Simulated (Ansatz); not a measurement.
ZrCu₅:
```
CELL_PARAMETERS angstrom
      0.00000     3.41229     3.41229
      3.41229     0.00000     3.41229
      3.41229     3.41229     0.00000
ATOMIC_POSITIONS crystal
  Cu 0.75000 0.75000 0.75000
  Cu 0.37588 0.37588 0.87237
  Cu 0.37588 0.87237 0.37588
  Cu 0.87237 0.37588 0.37588
  Cu 0.37588 0.37588 0.37588
  Zr 0.00000 0.00000 0.00000
```

Relaxed with r²SCAN.

Task: Give the Bader charges and basin volumes of the independent atoms, DFT-r²SCAN in the program Ansatz with PAW potentials.

Result: 

| atom | Bader charge (e) | Bader volume (Å³) |
|---|---|---|
| Cu1 | -0.22 | 14.4 |
| Cu2 | -0.36 | 12.9 |
| Zr6 | +1.66 | 13.6 |

Space group F-43m. The workflow started from an entry of the Crystallography Open Database (COD). Whether it is the stable phase at ambient conditions was not checked. The r²SCAN relaxation kept the symmetry of its start; its stability against distortions is not shown here. No spin polarisation was allowed.

Potentials: the later of the program's two PAW sets.
